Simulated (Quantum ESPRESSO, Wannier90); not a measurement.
## Wannier functions of GeTe(PbSe)₂ (P3m1)

```
begin unit_cell_cart
ang
    4.3205301135    0.0000000000    0.0000000000
   -2.1602650568    3.7416888361    0.0000000000
    0.0000000000    0.0000000000   10.8339200000
end unit_cell_cart
begin atoms_frac
Ge   0.0000000000  0.0000000000  0.0062000000
Te  -0.3333333333  0.3333333333 -0.1353500000
Pb  -0.3333333333  0.3333333333  0.3133200000
Pb   0.3333333333 -0.3333333333 -0.3457800000
Se   0.3333333333 -0.3333333333  0.1603700000
Se   0.0000000000  0.0000000000 -0.4987700000
end atoms_frac
```

Materials Project entry mp-1224368; symmetrised, unrelaxed at this level. Not found in the COD (Crystallography Open Database) copy used; not checked further. Level: PBEsol, no spin polarisation, no spin-orbit coupling; pw.x of Quantum ESPRESSO at 69 Ry with PseudoDojo potentials, 6×6×4 k-points, Wannier90. Density: 12×12×4 mesh, Gaussian smearing 0.01 Ry. Spin-orbit coupling is left out although heavy elements are present.

A tight-binding model is made by disentanglement and projection with no localisation steps (num_iter = 0), so the 24 orbitals stay atom-like: hydrogen-like Ge: s;p; Te: s;p; Pb: s;p; Se: s;p, axes along x, y, z; frozen window up to 2.00 eV relative to the valence-band maximum. It follows pw.x to 1.7 meV rms for states up to 1.5 eV relative to the valence-band maximum. Matrix elements depend on this choice of orbitals and windows.

**Question.** Which pairs of orbitals on different sites are coupled most strongly? Give distance, modulus and how many such pairs a cell has.

**Answer.** 
```
orbital  orbital  distance of the centres (Å)  modulus (eV)  pairs
-------  -------  ---------------------------  ------------  -----
Ge py      Te py                         3.00          1.41      1
Pb py      Se py                         3.04          1.22      2
Ge pz      Te py                         2.99          1.22      1
Ge py       Te s                         2.94          1.22      1
Ge py      Te pz                         2.93          1.22      1
Ge s       Te py                         2.98          1.13      1
Pb pz      Se py                         3.00          1.13      2
Pb py      Se pz                         3.05          1.12      2
Ge py      Se py                         2.99          1.08      1
Pb s       Se py                         3.01          1.06      2
Ge pz      Te px                         2.97          1.05      2
Ge px       Te s                         2.93          1.05      2
Ge px      Te pz                         2.93          1.05      2
Ge py      Se pz                         2.98          1.04      1
Pb pz      Te py                         3.30          1.02      1
Ge pz      Se py                         3.00          1.02      1
Ge s       Te px                         2.96          0.98      2
Pb pz      Se px                         3.00          0.98      4
Pb py      Te pz                         3.33          0.98      1
Pb pz      Se py                         3.19          0.98      1
Pb px      Se pz                         3.03          0.97      4
Pb py      Se pz                         3.18          0.96      1
Pb s       Se px                         3.01          0.92      4
Ge px      Te px                         2.97          0.91      2
Ge px      Se pz                         2.99          0.90      2
Pb pz      Te px                         3.31          0.89      2
Ge pz      Se px                         3.00          0.88      2
Pb py      Se py                         3.16          0.87      1
Ge s       Se py                         3.00          0.86      1
Pb py       Se s                         3.04          0.86      2
```
